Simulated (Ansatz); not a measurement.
Cu Kα1 powder pattern (kinematic, no thermal factors).
| 2θ (°) | relative intensity |
| --- | --- |
| 18.51 | 13 |
| 30.00 | 6 |
| 40.30 | 100 |
| 40.72 | 50 |
| 45.07 | 6 |
| 56.24 | 7 |
| 57.68 | 8 |
| 58.94 | 17 |
| 62.34 | 2 |
| 67.55 | 2 |
| 72.99 | 16 |
| 73.83 | 33 |
| 80.06 | 1 |
| 85.89 | 4 |
| 87.11 | 10 |
| 88.18 | 6 |

The pattern is computed from a structure relaxed with Ansatz, DFT PBE, scalar-relativistic, plane waves, PAW. No spin polarisation. Its elements are Ru, Ta.

Q: Give the structure.

A: TaRu₂.
Space group I4/mmm (No. 139). a = 3.131 Å, b = 3.131 Å, c = 9.581 Å, α = 90.00°, β = 90.00°, γ = 90.00°
| atom | site | symmetry | x | y | z |
| --- | --- | --- | --- | --- | --- |
| Ta | 2a | 4/mmm | 0.0000 | 0.0000 | 0.0000 |
| Ru | 4e | 4mm | 0.5000 | 0.5000 | 0.1540 |

A pattern alone doesn't exclude other cells with like lines; this is the one computed.

It was reached by relaxing an invented guess, and it needn't be the stable form of this composition.
